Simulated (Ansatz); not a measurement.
# SrMnGe (P4/nmm): electronic heat capacity from the density of states

Level of theory: DFT PBEsol, scalar-relativistic, plane waves, PAW in Ansatz.

Cutoff 420 eV; k points 8×8×6 on the computed 6-atom cell (Γ-centred); Gaussian smearing, width 0.10 eV; collinear spin from starting moments 0 0 3.46 3.46 0 0 μB.

Relaxed cell: P4/nmm, a = 4.316 Å, b = 4.316 Å, c = 7.297 Å, α = 90.00°, β = 90.00°, γ = 90.00°, 6 atoms in the primitive cell. Whether it is the stable form of this composition wasn't checked.

The density of states at the Fermi level is 4.234 states/eV in the cell of 6 atoms (2 formula units; both spins, tetrahedra on a 12×12×9 mesh). The run ends with a moment of 6.96 μB a cell (largest on a site 3.14 μB), and the figure is for this state; a paramagnetic sample can have a quite different one. Another magnetic order, if the compound takes it, can change N(E_F) and the shape of the cell a good deal.

What Sommerfeld coefficient does this give?

Per formula unit N(E_F) = 2.117 states/eV. γ = (π²/3) k_B² N(E_F) N_A = 2.357 mJ/(mol K²) per state/eV, so γ = 5.0 mJ/(mol K²), a mole of formula units. This is the bare band result: a measured γ of the same phase and magnetic order is as a rule larger by a factor 1 + λ from phonons and spin fluctuations. N(E_F) at one energy is sensitive to the mesh where the density of states has sharp peaks.

The run saw a state lower than the one given here. Only parallel moments were tried here.

Only this magnetic start was tried.

Cost: 1 run of about 4.6 core-minutes, on Arm Neoverse V1 (shared hosts).